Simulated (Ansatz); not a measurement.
ScF3:
```cif
data_F3Sc
_chemical_formula_sum 'Sc1 F3'
_space_group_name_H-M_alt 'Pm-3m'
_space_group_IT_number 221
_space_group_name_Hall '-P 4 2 3'
_cell_length_a 4.03341
_cell_length_b 4.03341
_cell_length_c 4.03341
_cell_angle_alpha 90.000
_cell_angle_beta 90.000
_cell_angle_gamma 90.000
loop_
_atom_site_label
_atom_site_type_symbol
_atom_site_symmetry_multiplicity
_atom_site_Wyckoff_symbol
_atom_site_fract_x
_atom_site_fract_y
_atom_site_fract_z
_atom_site_occupancy
Sc1 Sc 1 a 0.00000 0.00000 0.00000 1
F1 F 3 d 0.00000 0.00000 0.50000 1
```

Relaxed with r²SCAN. r²SCAN (plane waves, PAW; program Ansatz) gives a gap of 6.98 eV.

Question: What gap does HSE06 give on the same cell (Ansatz, PAW)?

Answer: 8.79 eV, 1.81 eV more. The hybrid was solved on a coarser mesh and at special points; its gap is the smallest among all of these.

| k | v1 r²SCAN | c1 r²SCAN | v1 HSE06 | c1 HSE06 |
|---|---|---|---|---|
| Γ | -0.52 | 6.98 | -0.51 | 8.79 |
| R | 0.00 | 8.50 | … | … |
| M | 0.00 | 7.85 | … | … |
| X | -0.53 | 7.02 | … | … |

Question: Top valence (v1) and lowest conduction level (c1) in eV from each method's valence maximum (which need not be a listed point): supply the withheld HSE06 values.

Answer: 
- M, v1 HSE06: 0.00
- M, c1 HSE06: 9.73
- X, v1 HSE06: -0.54
- X, c1 HSE06: 8.83
- R, v1 HSE06: 0.00
- R, c1 HSE06: 10.45

Cost on shared cores: the r²SCAN run (SCF on a 7×7×7 mesh, then bands and DOS) very roughly 30 core-seconds, the HSE06 run (SCF on 5×5×5, then a few points) around 2.2 core-minutes (rough); the tasks are unlike.

The workflow started from a Materials Project entry (that database holds measured and hypothetical structures alike); the Crystallography Open Database files this formula in space group No. 221, but the cells were not matched. Whether it is the stable phase at ambient conditions was not checked. Symmetry was held in the r²SCAN relaxation; phonons on a q-mesh show weakly imaginary modes. The run is not spin-polarised.

Potentials: the earlier of the program's two PAW sets.
